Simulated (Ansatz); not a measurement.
Given:

BiB:
```yaml
crystal:
  lattice:
    - [3.77753, 0.00000, 0.00000]
    - [-1.88876, 3.27143, 0.00000]
    - [0.00000, 0.00000, 6.11201]
  atoms:
    - { symbol: B, position: [0.00000, 0.00000, 0.00000] }
    - { symbol: B, position: [0.00000, 0.00000, 0.50000] }
    - { symbol: Bi, position: [0.33333, 0.66667, 0.25000] }
    - { symbol: Bi, position: [0.66667, 0.33333, 0.75000] }
```

This is the PBE-relaxed structure.

**Question.** All from the program Ansatz at the PBE level (PAW), unless another level is named. Estimate the electronic character.

**Answer.** metallic (no gap).

**Question.** Give the formation energy from the elements (no fitted shifts).

**Answer.** 1263 meV/atom.

**Question.** Give the density of states at the Fermi level.

**Answer.** 0.39 states/eV per atom (mean over ±0.08 eV).

Space group P6_3/mmc (NiAs type). A made-up cell: these elements were put on the sites of a structure type; neither database checked (COD, Materials Project) lists it. Whether it is the stable phase at ambient conditions was not checked. Symmetry was held in the PBE relaxation; its stability against distortions is not shown here. The references are the lowest solids computed at this level, not always the standard phases. Scalar-relativistic: spin–orbit coupling is off unless named, which matters more the heavier the elements.

Potentials: the later of the program's two PAW sets.
